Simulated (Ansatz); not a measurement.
MoPd:
```
MoPd
1.0
    3.13884     0.00000     0.00000
    0.00000     3.13884     0.00000
    0.00000     0.00000     3.13884
Pd Mo
1 1
Cartesian
  0.00000   0.00000   0.00000
  1.56942   1.56942   1.56942
```

Relaxed with r²SCAN. Special points in fractions of this cell's reciprocal vectors: Γ (0.000, 0.000, 0.000); X (0.000, 0.500, 0.000); M (0.500, 0.500, 0.000); R (0.500, 0.500, 0.500).

### Question
List the band energies nearest the Fermi level at these points for plane-wave PAW r²SCAN with spin–orbit coupling (Ansatz code).

### Answer
In eV from the Fermi level; about four levels below and three above (degenerate sets whole), none deeper than 8.9 eV; points with the same levels are listed once.

| k | below | above |
|---|---|---|
| Γ | -0.16 -0.16 -0.16 -0.16 | 2.29 2.29 2.29 2.29 |
| X | -0.47 -0.47 -0.24 -0.24 | 1.27 1.27 3.65 3.65 |
| M | -1.92 -1.92 -1.14 -1.14 | 0.39 0.39 1.04 1.04 |
| R | -1.85 -1.85 -1.85 -1.85 | 2.67 2.67 2.67 2.67 |

Space group Pm-3m (CsCl type). The start of the workflow was typed in or built on a structure type; neither database checked (COD, Materials Project) lists it. Whether it is the stable phase at ambient conditions was not checked. Symmetry was held in the r²SCAN relaxation. At this level the phase is mechanically unstable. The run is not spin-polarised. Its formation energy is positive at this level, so the cell may be metastable or incomplete.

Potentials: the later of the program's two PAW sets.
